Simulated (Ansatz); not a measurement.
Ge: one input, then a changed one

The cell comes from COD entry 9011999, which wasn't checked; take it as a given geometry. The listed cell was then made from it by scaling, straining or moving an atom.

First run: DFT, PBE, PAW with Ansatz's default frozen-core files, scalar-relativistic (Ansatz 0.2.0).

Command: `ansatz run input.yaml --threads 1 --pin off --max-ram 2048MiB --backend cpu --events-out ev --progress --plain --runs-dir out` The run took 8.9 s on 1 thread of Arm Neoverse V1 (shared host).

```yaml
crystal:
  lattice:
    - [0.0, 2.8661367691, 2.8661367691]
    - [2.8661367691, 0.0, 2.8661367691]
    - [2.8661367691, 2.8661367691, 0.0]
  atoms:
    - { symbol: Ge, position: [0.0, 0.0, 0.0] }
    - { symbol: Ge, position: [0.25, 0.25, 0.25] }
kpoints:
  mp_grid: { grid: [10, 10, 10] }
scf:
  occupations: { method: fermi_dirac, width: 0.05 }
hamiltonian:
  xc: pbe
  pseudopotentials: { kind: paw }
output:
  forces: true
  stress: true
  efg: { contact_densities: true }
  write_density: true
  write_potential: true
  elf: true
  volumetric_format: npy
relax:
  f_tol: 0.005
  max_steps: 80
  cell: {}
```

Result: converged; relaxed volume 23.904 Å³/atom; 18 SCF iterations in all.

A second input differs as follows:

```diff
@@ -8,7 +8,8 @@
     - { symbol: Ge, position: [0.25, 0.25, 0.25] }
 kpoints:
-  mp_grid: { grid: [10, 10, 10] }
+  mp_grid: { grid: [10, 9, 11] }
 scf:
   occupations: { method: fermi_dirac, width: 0.05 }
+  max_iter: 60
 hamiltonian:
   xc: pbe
@@ -18,8 +19,4 @@
   stress: true
   efg: { contact_densities: true }
-  write_density: true
-  write_potential: true
-  elf: true
-  volumetric_format: npy
 relax:
   f_tol: 0.005
```

Does the change harm the result?

Not here: the run converged; energy at zero smearing -0.4 meV/atom from the first run; relaxed volume 23.905 Å³/atom; 19 SCF iterations in all, so the odd setting did no harm in this case.
